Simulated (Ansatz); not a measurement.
# Nb: levels along high-symmetry lines

```
Nb
1.0
     0.00000    2.11500    2.11500
     2.11500    0.00000    2.11500
     2.11500    2.11500    0.00000
Nb
1
Direct
  0.00000 0.00000 0.00000
```

The conventional cell has a = 4.230 Å, b = 4.230 Å, c = 4.230 Å, α = 90.00°, β = 90.00°, γ = 90.00°. Nb (atom 1) is surrounded by 12 Nb at 2.99 Å.

The geometry is COD entry 1534903, unchecked; take it as a test cell.

Theory: DFT, PBEsol, all-electron LAPW, scalar-relativistic in Ansatz 0.2.0.

Numerical set-up: a Γ-centred 13×13×13 k mesh, Fermi–Dirac smearing of 0.08 eV, basis error target 0.25 meV/atom, no spin polarisation.

Points in fractions of the reciprocal vectors of this cell: Γ (0, 0, 0), X (0.5, 0, 0.5), U (0.625, 0.25, 0.625), K (0.375, 0.375, 0.75), L (0.5, 0.5, 0.5), W (0.5, 0.25, 0.75). The path joins them by straight lines in the order Γ–X–U–K–Γ–L–W–X; legs that retrace an earlier one aren't tabulated. Energies are in eV from the Fermi level.

**Question.** Is there a gap?

**Answer.** none: with an odd electron count and no spin polarisation the bands can't all be full, a metal in this set-up (spin order or a larger cell could open a gap).

**Question.** List the levels between -14 and 2 eV at the symmetry points.

**Answer.** 
Γ: -6.18, 0.12 (×3)
X: -4.01, -3.27
U: -3.05, -2.18, 0.58
K: -3.05, -2.18, 0.58
L: -3.79, -0.07 (×2), 1.36
W: -2.61, -1.08 (×2), 1.87
